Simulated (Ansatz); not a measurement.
## Si7P: relaxed-ion elastic tensor

Theory: Ansatz 0.2.0, DFT PBE, scalar-relativistic, plane waves, PAW. Settings: 420 eV plane-wave cutoff, Γ-centred 12×12×1 mesh, fixed occupations. No spin polarisation.

Equilibrium structure at this level:
```xyz
16
Lattice="3.7929 0.0000 0.0000 -1.8964 3.2847 0.0000 0.0000 0.0000 27.4105" Properties=species:S:1:pos:R:3 pbc="T T T"
Si    0.0000    0.0000    8.3700
Si    0.0000    0.0000   10.7233
Si    1.8964    1.0949    7.5541
Si    0.0000    2.1898    4.3683
Si    1.8964    1.0949    5.1875
Si    0.0000    0.0000   19.0404
Si    0.0000    0.0000   16.6871
Si    0.0000    2.1898   19.8564
Si    1.8964    1.0949   23.0421
Si    0.0000    2.1898   22.2229
Si    0.0000    0.0000    1.1827
Si    0.0000    0.0000   26.2277
Si    0.0000    2.1898    2.0027
Si    1.8964    1.0949   25.4078
P     0.0000    2.1898   11.6526
P     1.8964    1.0949   15.7578
```

The structure comes from a proposed guess, relaxed at this level; another structure or a mixture of phases may lie lower. No dispersion correction is applied, so modes and constants that involve weak contacts between layers, chains or molecules come out too soft.

Problem. Give the relaxed-ion elastic constants (GPa, Voigt order xx yy zz yz xz xy, on the Cartesian axes of the cell above).

Solution.
C11 = 157.1, C12 = 38.5, C13 = 2.4, C14 = -1.0, C22 = 157.1, C23 = 2.4, C24 = 1.0, C33 = 6.2, C44 = 2.7, C55 = 2.7, C56 = -1.0, C66 = 59.3 GPa; the others vanish.

Problem. Is the crystal stable against homogeneous strain?

Solution. Yes: the least eigenvalue of the tensor is 2.7 GPa.

Problem. And the moduli of a polycrystal (Hill averages)?

Solution. B = 26 GPa, G = 18 GPa, E = 44 GPa, ν = 0.21.
